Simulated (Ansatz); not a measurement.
Nb (diamond, Fd-3m), a = b = c = 5.8026 Å, α = β = γ = 90.00°; the cell used has 2 atoms.

Relaxed with PBEsol (plane waves, PAW; program Ansatz). Indices refer to the conventional cell of Fd-3m, a = b = c = 5.803 Å, α = β = γ = 90.00°.

Q: Simulate the powder diffraction pattern (Cu Kα, λ = 1.54184 Å; lines above 1 %) up to 2θ = 90°.

A: Simulated powder pattern, Cu Kα, λ = 1.54184 Å (kinematic, ideal powder, no thermal factors, no anomalous dispersion; the 30 strongest lines at most, above 1 %, up to 2θ = 90°):

```
2θ (°)  d (Å)  I/Imax (%)          hkl
------  -----  ----------  -----------
26.61   3.350         100        (111)
44.14   2.052          74        (220)
52.29   1.750          45        (311)
64.20   1.451          12        (400)
70.78   1.331          18        (331)
81.21   1.184          25        (422)
87.31   1.117          14  (511)+(333)
```

The start of the workflow was typed in or built on a structure type; neither database checked (COD, Materials Project) lists it. It is not the phase usual at ambient conditions (space group No. 229). Symmetry was held in the PBEsol relaxation. At this level the phase is dynamically unstable (imaginary phonons). The run is not spin-polarised.

Potentials: the later of the program's two PAW sets.
